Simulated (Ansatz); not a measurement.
Ni (hcp, Mg type)

```xyz
2
Lattice="2.4468 0.0000 0.0000 -1.2234 2.1190 0.0000 0.0000 0.0000 4.0174" Properties=species:S:1:pos:R:3 pbc="T T T"
Ni     0.0000     1.4127     1.0043
Ni     1.2234     0.7063     3.0130
```

The slice is a (1 -1 0 0) plane (indices of the conventional cell) through the point (0.333, 0.667, 0.250) (fractional), spanned by u = [110] and v = [001] in vectors of this cell: u (2.45 Å) and v (4.02 Å, at 90° to u). It covers one period; positions are fractions (u, v).

All values below come from PBEsol (plane waves to 420 eV, PAW, scalar-relativistic; Ansatz, a first-principles code). k mesh 22×22×12. These are valence fields of a PAW run, semicore shells included where kept as valence: close to a nucleus they are smooth pseudo fields. Ni was relaxed with its symmetry unable to fall. Relaxed Ni ends ferromagnetic. This is one of several known forms of Ni; the measured ambient cells at hand have space group No. 225. Other magnetic orders were not checked, so this need not be the ground state.

Three fields on this plane, each scaled to ten steps between its own extremes (0 low, 9 high; the total valence density on a logarithmic scale, the potential cut 8 eV below its top; x marks points blanked near nuclei; v = 0 in the bottom row):

Map A
```
|xxxxxxx22xxxxxx|
|xxxxxx6226xxxxx|
|xxxxxx4114xxxxx|
|xxxxx631136xxxx|
|xxxx53211235xxx|
|996422233222469|
|221113566531112|
|0001369xx963100|
|00026xxxxxx6200|
|0014xxxxxxxx410|
|0026xxxxxxxx620|
|0026xxxxxxxx620|
|0026xxxxxxxx620|
|0014xxxxxxxx410|
|00026xxxxxx6200|
|0001369xx963100|
|322113566531122|
|986422233222468|
|xxxx53211235xxx|
|xxxxx631136xxxx|
|xxxxxx4114xxxxx|
|xxxxxx6226xxxxx|
|xxxxxxx22xxxxxx|
|xxxxxxx22xxxxxx|
```

Map B
```
|xxxxxxx44xxxxxx|
|xxxxxx1441xxxxx|
|xxxxxx1551xxxxx|
|xxxxx136631xxxx|
|xxxx13566531xxx|
|001245444454210|
|445653100135654|
|8875310xx013578|
|99631xxxxxx1369|
|9852xxxxxxxx258|
|9741xxxxxxxx147|
|8741xxxxxxxx147|
|9741xxxxxxxx147|
|9852xxxxxxxx258|
|99631xxxxxx1369|
|8875310xx013578|
|445653100135654|
|001245444454210|
|xxxx13566531xxx|
|xxxxx136631xxxx|
|xxxxxx1551xxxxx|
|xxxxxx1441xxxxx|
|xxxxxxx44xxxxxx|
|xxxxxxx44xxxxxx|
```

Map C
```
|xxxxxxx66xxxxxx|
|xxxxxx8448xxxxx|
|xxxxxx5225xxxxx|
|xxxxx720027xxxx|
|xxxx73100137xxx|
|997532100123579|
|333333444433333|
|1123579xx975321|
|11258xxxxxx8521|
|1247xxxxxxxx742|
|2259xxxxxxxx952|
|2359xxxxxxxx953|
|2259xxxxxxxx952|
|1247xxxxxxxx742|
|11258xxxxxx8521|
|1123579xx975321|
|333333444433333|
|997532100123579|
|xxxx73100137xxx|
|xxxxx720027xxxx|
|xxxxxx5225xxxxx|
|xxxxxx8448xxxxx|
|xxxxxxx66xxxxxx|
|xxxxxxx66xxxxxx|
```

**Question.** Assign the maps to these fields: electron localisation function (ELF); valence electron density; spin density, up minus down.

**Answer.** A is the spin density, up minus down; B is the electron localisation function (ELF); C is the valence electron density.
